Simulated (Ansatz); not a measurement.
**P₂S₃: 33S nuclear quadrupole resonance**

Cell: a computed structure from the Materials Project (it need not be an observed phase).

```cif
data_P2S3
_symmetry_space_group_name_H-M 'P2_1/m'
_symmetry_Int_Tables_number 11
_cell_length_a 6.7749
_cell_length_b 10.8010
_cell_length_c 7.0560
_cell_angle_alpha 90.000
_cell_angle_beta 90.892
_cell_angle_gamma 90.000
loop_
_atom_site_label
_atom_site_type_symbol
_atom_site_symmetry_multiplicity
_atom_site_Wyckoff_symbol
_atom_site_fract_x
_atom_site_fract_y
_atom_site_fract_z
P1 P 4 f 0.7539 0.1137 0.7307
P5 P 2 e 0.7917 0.2500 0.4899
P7 P 2 e 0.3307 0.2500 0.6112
S9 S 4 f 0.8916 0.5413 0.7471
S13 S 4 f 0.4445 0.0929 0.7528
S17 S 2 e 0.8509 0.2500 0.9289
S19 S 2 e 0.5172 0.2500 0.3655
```

One atom of each set is listed.

All values are calculated (Ansatz; DFT, PBE, plane waves and PAW, scalar-relativistic, 420 eV cutoff, Γ-centred 4×3×4 k-points, Fermi–Dirac smearing 0.02 eV), not measured.

33S: I = 3/2, Q = -69.40 mb (year-2017 value). Static lattice, zero field.

Problem. Predict the zero-field 33S lines of each site.

Solution. For I = 3/2 there is one line, ν = (|C_Q|/2)(1 + η²/3)^½.

```json
{"site": "S9", "atoms": "4", "V_zz (10²¹ V/m²)": "18.33", "C_Q (MHz)": "-30.8", "η": "0.06", "line frequencies (MHz)": "15.4"}
{"site": "S13", "atoms": "4", "V_zz (10²¹ V/m²)": "-19.99", "C_Q (MHz)": "33.5", "η": "0.60", "line frequencies (MHz)": "17.7"}
{"site": "S17", "atoms": "2", "V_zz (10²¹ V/m²)": "-18.44", "C_Q (MHz)": "30.9", "η": "0.63", "line frequencies (MHz)": "16.5"}
{"site": "S19", "atoms": "2", "V_zz (10²¹ V/m²)": "-19.01", "C_Q (MHz)": "31.9", "η": "0.80", "line frequencies (MHz)": "17.6"}
```

At S13 and S17 V_zz stands upright on the plane of its two bonds (within 4°) in each case. At S9 V_zz points along its bond to P (within 2°).

The largest force is 0.6 eV/Å, so the atoms aren't at the calculated equilibrium and relaxing them would move these values. A computed database structure should lie near equilibrium, so this entry is doubtful.
